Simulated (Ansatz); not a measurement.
AlRu:
```yaml
crystal:
  lattice:
    - [1.47405, -4.54253, 0.00000]
    - [1.47405, 4.54253, 0.00000]
    - [0.00000, 0.00000, 4.08875]
  atoms:
    - { symbol: Al, position: [0.59290, 0.40710, 0.25000] }
    - { symbol: Ru, position: [0.86333, 0.13667, 0.25000] }
    - { symbol: Al, position: [0.40710, 0.59290, 0.75000] }
    - { symbol: Ru, position: [0.13667, 0.86333, 0.75000] }
```

Relaxed with PBEsol. Special points in fractions of this cell's reciprocal vectors: Γ (0.000, 0.000, 0.000); Y (-0.500, 0.500, 0.000); C0 (-0.276, 0.724, 0.000); Σ0 (0.276, 0.276, 0.000); Z (0.000, 0.000, 0.500); A0 (0.276, 0.276, 0.500); E0 (-0.276, 0.724, 0.500); T (-0.500, 0.500, 0.500); S (0.000, 0.500, 0.000); R (0.000, 0.500, 0.500).

List the band energies nearest the Fermi level at these points for plane-wave PAW PBEsol (Ansatz code).

In eV from the Fermi level; about four levels below and three above (degenerate sets whole), none deeper than 8.9 eV; points with the same levels are listed once.

| k | below | above |
|---|---|---|
| Γ | -0.73 -0.57 -0.55 -0.49 | 0.24 3.04 5.76 |
| Y | -1.91 -1.17 -1.13 -0.11 | 0.13 3.30 3.52 |
| C0 | -1.82 -1.37 -1.29 -0.09 | 1.13 2.27 5.11 |
| Z | -1.59 -1.59 -1.52 -1.52 | 0.19 0.19 2.56 2.56 |
| A0 | -1.87 -1.87 -1.16 -1.16 | 0.49 0.49 2.17 2.17 |
| T | -0.92 -0.92 -0.53 -0.53 | 1.01 1.01 7.71 7.71 |
| S | -2.09 -1.73 -0.16 -0.03 | 1.28 2.21 4.59 |
| R | -2.03 -2.03 -1.13 -1.13 | 0.71 0.71 2.62 2.62 |

Space group Cmcm. The start of the workflow was typed in or built on a structure type; neither database checked (COD, Materials Project) lists it. COD files the formula under space group No. 221. Its standing as an ambient phase is unchecked. Symmetry was held in the PBEsol relaxation; whether a distortion lowers the energy is not shown. No spin polarisation was allowed. Spin–orbit coupling is left out wherever it is not named.

Potentials: the earlier of the program's two PAW sets. The files were generated under PBE; for other functionals the program regenerates the frozen cores, and for LDA and PBEsol the local potential too.
